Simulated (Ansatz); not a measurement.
Relaxed-ion elastic tensor of Ru (hcp (Mg type), space group No. 194) in GPa (Voigt order), PBEsol in the plane-wave PAW code Ansatz; density 12.60 g/cm³, 13.32 Å³ per atom.

|  | 1 | 2 | 3 | 4 | 5 | 6 |
|---|---|---|---|---|---|---|
| 1 | 629 | 204 | 189 | 0.0 | 0.0 | 0.0 |
| 2 | 204 | 629 | 189 | 0.0 | 0.0 | 0.0 |
| 3 | 189 | 189 | 707 | 0.0 | 0.0 | 0.0 |
| 4 | 0.0 | 0.0 | 0.0 | 205 | 0.0 | 0.0 |
| 5 | 0.0 | 0.0 | 0.0 | 0.0 | 205 | 0.0 |
| 6 | 0.0 | 0.0 | 0.0 | 0.0 | 0.0 | 213 |

Task: Is the crystal mechanically stable?

Result: Yes: the smallest eigenvalue of C is 205 GPa.

Task: Work out the Voigt, Reuss and Hill averages.

Result: K_V = 348, K_R = 347, K_H = 347; G_V = 217, G_R = 216, G_H = 216 GPa.

Task: Give Young's modulus, Poisson's ratio, Pugh's ratio and the universal anisotropy index.

Result: E = 9KG/(3K + G) = 537 GPa; ν = 0.24; K/G = 1.61 (brittle by the Pugh limit of 1.75); A_U = 5G_V/G_R + K_V/K_R − 6 = 0.03.

Task: Estimate the sound speeds and the Debye temperature.

Result: v_l = √((K + 4G/3)/ρ) = 7100 m/s, v_t = √(G/ρ) = 4140 m/s, mean 4600 m/s; Θ = (h/k)(3n/4πV)^(1/3) v_m = 577 K.

Task: Solve the Christoffel equation for the three sound speeds along x, y, z.

Result: Eigenvalues of C_ijkl n_j n_l equal ρv². In km/s, slowest first: x 4.04, 4.11, 7.07; y 4.04, 4.11, 7.07; z 4.04, 4.04, 7.49.

Task: How much does each axis shrink under pressure?

Result: Linear compressibilities β_i = Σ_j S_ij (j = 1 to 3): x 1.0, y 1.0, z 0.88 per TPa.

Space group P6_3/mmc (hcp (Mg type)). The cell was relaxed with PBEsol under the symmetry of its start; of distortions, only those at the zone centre were tested. No spin polarisation was allowed. As this level gives no gap, shear constants depend on the k-mesh and smearing (Fermi–Dirac, 0.1 eV here).

Potentials: the earlier of the program's two PAW sets.
